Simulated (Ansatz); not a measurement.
Given:

SiSn:
```cif
data_SiSn
_chemical_formula_sum 'Sn1 Si1'
_space_group_name_H-M_alt 'Pm-3m'
_space_group_IT_number 221
_space_group_name_Hall '-P 4 2 3'
_cell_length_a 3.49616
_cell_length_b 3.49616
_cell_length_c 3.49616
_cell_angle_alpha 90.000
_cell_angle_beta 90.000
_cell_angle_gamma 90.000
loop_
_atom_site_label
_atom_site_type_symbol
_atom_site_symmetry_multiplicity
_atom_site_Wyckoff_symbol
_atom_site_fract_x
_atom_site_fract_y
_atom_site_fract_z
_atom_site_occupancy
Sn1 Sn 1 a 0.00000 0.00000 0.00000 1
Si1 Si 1 b 0.50000 0.50000 0.50000 1
```

This is the PBE-relaxed structure.

All from plane-wave PAW PBE (Ansatz code), unless another level is named. Predict the electronic character.

metallic (no gap).

Give the density of states at the Fermi level.

0.56 states/eV per atom (mean over ±0.08 eV).

And the formation energy from the elements (no fitted shifts)?

0.47 eV/atom.

Predict the gap with spin–orbit coupling.

none (metallic).

A made-up cell: these elements were put on the sites of a structure type; neither database checked (COD, Materials Project) lists it. Whether it is the stable phase at ambient conditions was not checked. Symmetry was held in the PBE relaxation; whether a distortion lowers the energy is not shown. The references are the lowest solids computed at this level, not always the standard phases. Scalar-relativistic: spin–orbit coupling is off unless named, which matters more the heavier the elements.

Potentials: the earlier of the program's two PAW sets.
